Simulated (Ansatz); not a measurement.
# LaAs (Fm-3m), elastic constants by finite strains: input and output

Computed with PBEsol, PAW on Ansatz 0.2.0's default frozen-core files (fitted under PBE), scalar-relativistic; not a measurement.

Cell and atoms were relaxed beforehand by PAW with this functional.

Command line:

```sh
ansatz run input.yaml --threads 1 --pin off --max-ram 2560MiB --backend cpu --events-out ev --progress --plain --runs-dir out
```

Input file:

```yaml
crystal:
  lattice:
    - [0.0, 3.05565130405, 3.05565130405]
    - [3.05565130405, 0.0, 3.05565130405]
    - [3.05565130405, 3.05565130405, 0.0]
  atoms:
    - { symbol: La, position: [0.5, 0.5, 0.5] }
    - { symbol: As, position: [0.0, 0.0, 0.0] }
kpoints:
  mp_grid: { grid: [12, 12, 12] }
scf:
  occupations: { method: fermi_dirac, width: 0.05 }
hamiltonian:
  xc: pbesol
  pseudopotentials: { kind: paw }
elastic:
  mode: relaxed_ion
  stencil: two_point
  amplitude: 0.005
```

The program printed:

```
Warning: RAYON_NUM_THREADS=1 ignored (pool sized by the plan → 1); use --threads N
Engine: ansatz 0.2.0, aarch64-unknown-linux-gnu
Pseudopotentials: kind: paw
Pseudopotential: La, paw, valence charge 11, recommended cutoff 420 eV (normal), La.paw.azcp
Pseudopotential: As, paw, valence charge 15, recommended cutoff 420 eV (normal), As.paw.azcp
Functional definition: PBEsol
  exchange = pbesol_x
  correlation = pbesol_c
Crystal: 2 atoms, lattice volume = 57.061 Å³
Basis set: ecut = 420 eV, 1139 PW (Γ), exchange–correlation on 60×60×60 points (8 copies of the dense FFT grid, shifted against one another)
Bands: 17, of which v1, the nominal top of the filled ones, is band 13 counted from 1 (12 counted from 0)
Symmetry: 48 space group operations
Space group: Fm-3m (ITA 225), of the structure as read, at distance tolerance 3.8e-5 Å
k-points: 72 of 1728
Non-local potential: La, projectors of the file, l = 0: 3, l = 1: 2, l = 2: 2, l = 3: 3
Non-local potential: As, projectors of the file, l = 0: 2, l = 1: 2, l = 2: 3, l = 3: 1
PAW form: soft (Blöchl's): semilocal exchange-correlation on the pseudo side does not see the compensation charge
PAW frozen core: La, regenerated for the run's functional, and the local potential with it (the file was generated under x = pbe(κ = 0.804, μ = 0.2195149727645171), c = pbe(β = 0.06672455060314922))
PAW frozen core: As, regenerated for the run's functional, and the local potential with it (the file was generated under x = pbe(κ = 0.804, μ = 0.2195149727645171), c = pbe(β = 0.06672455060314922))
PAW one-centre angular grid: La, 590 points (default); XC on 64 Gauss nodes
PAW one-centre angular grid: As, 590 points (default); XC on 64 Gauss nodes
Initial density: superposition of atomic densities (neutral atoms: chi_scale 0, normalization atom), corrected by the library's trained network
Initial wavefunctions: pseudopotential atomic-orbital guess
Functional: x = pbesol(κ = 0.804, μ = 0.12345679012345678), c = pbesol(β = 0.046)
[... 82 lines left out ...]
  E_vpaw       = 165.617674  (= ΣTr[D̂ρ^β])
  E_aug_tail   = 0.000007  (compensation charges beyond the density's cutoff)
  E_ewald      = -2292.583053
  E_core_change = 1.135938  (= ΣΔE_core)
  E_smearing   = -0.001459  (= −TS)
  E_closure    = 0.000000  (closes the sum)
  Σ components = -10977.372807   (vs F -10977.372807, Δ=0.00e0)
--- Forces (eV/Å), atoms counted from 1 ---
  atom   1  La     0.00000000    -0.00000000    -0.00000000
  atom   2  As    -0.00000000     0.00000000    -0.00000000
  max |Σ_I F_I| component: 1.65e-29 eV/Å
--- Stress (GPa, compression-positive) ---
       -0.042255      -0.000000      -0.000000
       -0.000000      -0.042255      -0.000000
       -0.000000      -0.000000      -0.042255
  P = ⅓ Tr σ = -0.0423 GPa (-0.423 kbar)
--- Elastic constants: 2 strain directions × 2 members + reference (group order 48) ---
  dense FFT box of the reference and of every strained cell: 30×30×30
  strains applied: 11, 23; error gains: componentwise 1.00 (the most a stress slope's error grows in a printed constant), spectral 1.73 (1 for all six strains in a standard setting)
  C = ∂σ_k/∂η_j (tension-positive GPa; Voigt order 11 22 33 23 13 12):
       167.892     22.420     22.420     -0.000     -0.000      0.000
        22.420    167.892     22.420      0.000     -0.000      0.000
        22.420     22.420    167.892      0.000      0.000     -0.000
         0.000     -0.000      0.000     28.628     -0.000     -0.000
        -0.000      0.000     -0.000      0.000     28.628      0.000
        -0.000      0.000      0.000     -0.000      0.000     28.628
  reference stress σ⁰ (GPa):      0.042      0.042      0.042      0.000      0.000      0.000
  C* (energy form; C + prestress term) asymmetry max|C*_kj − C*_jk| = 3.553e-15 GPa — a small one proves nothing (zero by symmetry where the batch's group is 432, −43m or m−3m); a large one is finite-difference/SCF noise where ...
  moduli (Voigt/Reuss/Hill, GPa): K = 70.91/70.91/70.91   G = 46.27/37.80/42.03   E = 105.30   ν = 0.253
  mechanically stable: yes (min eigenvalue of sym C = 28.63 GPa)
  strain η (Voigt 11):  stress-route row diagonal C_11 = 167.89 GPa, energy-path curvature d²(F+E_count+ΔE)/dδ²/Ω₀ = 167.86 GPa
         δ    σ_11 (GPa)             F (eV)   n_scf  n_hpsi   n_pw
    -5.000e-3      -0.8224      -10977.3721193       9   64884   1124   relax 0 steps, max|allowed force component| 4.19e-31 eV/Å
     5.000e-3       0.8565      -10977.3719979       7   56845   1139   relax 0 steps, max|allowed force component| 5.42e-31 eV/Å
  strain η (Voigt 23):  stress-route row diagonal C_44 = 28.63 GPa, energy-path curvature d²(F+E_count+ΔE)/dδ²/Ω₀ = 28.61 GPa
         δ    σ_23 (GPa)             F (eV)   n_scf  n_hpsi   n_pw
    -5.000e-3      -0.1431      -10977.3726785       9  109478   1131   relax 0 steps, max|allowed force component| 1.68e-30 eV/Å
     5.000e-3       0.1431      -10977.3726785       6   89073   1131   relax 0 steps, max|allowed force component| 4.10e-29 eV/Å
```

The calculation finished and met its thresholds.

### Strained cells

Elastic constants of a crystal by Kohn-Sham DFT: slopes of the stress over finite engineering strains of the given cell, Voigt indices, Cartesian axes as in the input; stress of each strained cell less that at rest, tension positive.

| strain component | strain | stress xx (GPa) | stress yy (GPa) | stress zz (GPa) | stress yz (GPa) | stress xz (GPa) | stress xy (GPa) | relaxation steps |
| --- | --- | --- | --- | --- | --- | --- | --- | --- |
| xx | -0.005 | -0.8647 | -0.1129 | -0.1129 | 0 | 0 | 0 | 0 |
| xx | 0.005 | 0.8142 | 0.1113 | 0.1113 | 0 | 0 | 0 | 0 |
| yz | -0.005 | 0.0005 | 0 | 0 | -0.1431 | 0 | 0 | 0 |
| yz | 0.005 | 0.0005 | 0 | 0 | 0.1431 | 0 | 0 | 0 |

### Elastic moduli

Hill averages of a grain aggregate, Debye temperature from the mean sound speed over directions.

- Bulk modulus: 70.91 GPa
- Shear modulus: 42.03 GPa
- Young modulus: 105.3 GPa
- Poisson ratio: 0.2525
- Bulk over shear modulus: 1.687
- Elastic anisotropy index: 1.121
- Least young modulus: 75.7 GPa
- Largest young modulus: 162.6 GPa
- Longitudinal sound speed: 4517 m/s
- Transverse sound speed: 2599 m/s
- Elastic debye temperature: 275.1 K
- Linear compressibility (x, y, z): 4.701, 4.701, 4.701 1/TPa
- Zener ratio: 0.3936
- Cauchy pressure: -6.21 GPa

**Elastic constants**

| Quantity | Value |
| --- | --- |
| Pressure at rest | -0.042 GPa |
| Least elastic eigenvalue | 28.63 GPa |
| Elastically stable | yes |

```csv
index,elastic (GPa)
11,167.9
12,22.42
44,28.63
```

Limits of these numbers: frozen-core PAW files fitted under PBE, their cores solved anew for the functional of the run; responses of metals move with mesh and smearing.

Time and hardware: 58 s on 1 thread of Arm Neoverse V1 (shared host), peak memory 0.54 GiB.
